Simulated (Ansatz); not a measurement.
AlRu:
```xyz
2
Lattice="3.0040 0.0000 0.0000 0.0000 3.0040 0.0000 0.0000 0.0000 3.0040" Properties=species:S:1:pos:R:3 pbc="T T T"
Al     0.0000     0.0000     0.0000
Ru     1.5020     1.5020     1.5020
```

Relaxed with PBE.

Question: List the phonon frequencies at the special points (DFPT on a 4×4×4 q-mesh, Fourier-interpolated; plane-wave PAW PBE (Ansatz code)).

Answer: In cm⁻¹; no LO–TO term at Γ, as the run had none.

| q | frequencies |
|---|---|
| Γ | 0 0 0 307 307 307 |
| X | 155 155 208 283 283 324 |
| M | 104 104 184 271 345 345 |
| R | 179 179 179 330 330 330 |

Space group Pm-3m (CsCl type). The cell was relaxed with PBE under the symmetry of its start; phonons on a q-mesh show no instability. The run is not spin-polarised. As this level gives no gap, phonon frequencies hold no LO–TO term and depend on the k-mesh and smearing (Fermi–Dirac, 0.1 eV here).

Potentials: the later of the program's two PAW sets.
